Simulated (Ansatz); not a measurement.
AlSiCN in space group R3m (No. 160; Al on 3a, N on 3a, Si on 3a, C on 3a) at seven volumes, PBE in the plane-wave PAW code Ansatz, shape and atoms relaxed at each. One row is withheld.

```json
[
 {"V (Å³/atom)": "9.884", "P (GPa)": "20.22"},
 {"V (Å³/atom)": "10.210", "P (GPa)": "12.42"},
 {"V (Å³/atom)": "10.536", "P (GPa)": "5.75"},
 {"V (Å³/atom)": "10.862", "P (GPa)": "0.02"},
 {"V (Å³/atom)": "11.188", "P (GPa)": "?"},
 {"V (Å³/atom)": "11.513", "P (GPa)": "-9.10"},
 {"V (Å³/atom)": "11.839", "P (GPa)": "-12.66"}
]
```

Task: Fit the shown pressures and predict the withheld one.

Result: Third-order Birch–Murnaghan: P = (3/2)B₀(x^(7/2) − x^(5/2))[1 + (3/4)(B′ − 4)(x − 1)] with x = (V₀/V)^(2/3). Least squares on the six rows gives V₀ = 10.863 Å³/atom, B₀ = 176.1 GPa, B′ = 4.13. At V = 11.188, x = 0.9805 and P = -4.88 GPa. The run itself gave -4.89 GPa.

The start of the workflow was typed in or built on a structure type; neither database checked (COD, Materials Project) lists it. Its standing as an ambient phase is unchecked. The cell was relaxed with PBE under the symmetry of its start; whether a distortion lowers the energy is not shown.

Potentials: the later of the program's two PAW sets.
